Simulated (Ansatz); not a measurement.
K$_{2}$TeOF$_{4}$:
```
CELL_PARAMETERS angstrom
      3.12912    -6.74349     0.00000
      3.12912     6.74349     0.00000
      0.00000     0.00000     6.63470
ATOMIC_POSITIONS crystal
  K  0.43837 0.56163 0.25000
  K  0.56163 0.43837 0.75000
  K  0.75363 0.24637 0.25000
  K  0.24637 0.75363 0.75000
  Te 0.10588 0.89412 0.25000
  Te 0.89412 0.10588 0.75000
  O  0.76116 0.23884 0.75000
  O  0.23884 0.76116 0.25000
  F  0.12913 0.35095 0.53448
  F  0.87087 0.64905 0.46552
  F  0.87087 0.64905 0.03448
  F  0.12913 0.35095 0.96552
  F  0.35095 0.12913 0.46552
  F  0.64905 0.87087 0.53448
  F  0.64905 0.87087 0.96552
  F  0.35095 0.12913 0.03448
```

Relaxed with r²SCAN. Special points in fractions of this cell's reciprocal vectors: Γ (0.000, 0.000, 0.000); Y (-0.500, 0.500, 0.000); C0 (-0.304, 0.696, 0.000); Σ0 (0.304, 0.304, 0.000); Z (0.000, 0.000, 0.500); A0 (0.304, 0.304, 0.500); E0 (-0.304, 0.696, 0.500); T (-0.500, 0.500, 0.500); S (0.000, 0.500, 0.000); R (0.000, 0.500, 0.500).

### Question
List the band energies nearest the valence-band maximum at these points for r²SCAN (plane waves, PAW; program Ansatz).

### Answer
In eV from the valence-band maximum; about four levels below and three above (degenerate sets whole), none deeper than 8.9 eV; points with the same levels are listed once.

```tsv
k	below	above
Γ	-0.14 -0.09 -0.07 -0.06	5.81 6.16 6.34
Y	-0.16 -0.12 -0.09 -0.04	5.50 6.23 6.43
C0	-0.12 -0.09 -0.08 -0.01	5.72 5.85 6.50
Z	-0.09 -0.09 0.00 0.00	5.83 5.83 6.51 6.51
A0	-0.16 -0.16 -0.10 -0.10	6.01 6.01 6.44 6.44
T	-0.11 -0.11 -0.04 -0.04	5.71 5.71 6.47 6.47
S	-0.13 -0.08 -0.03 -0.02	5.73 5.78 6.63
R	-0.17 -0.17 -0.11 -0.11	6.10 6.10 6.38 6.38
```

Space group Cmcm. The first step of the workflow began from a Materials Project structure, measured or hypothetical; the Crystallography Open Database files this formula in space group No. 63, but the cells were not matched. Whether it is the stable phase at ambient conditions was not checked. Symmetry was held in the r²SCAN relaxation; its stability against distortions is not shown here. Spin–orbit coupling is left out wherever it is not named.

Potentials: the later of the program's two PAW sets.
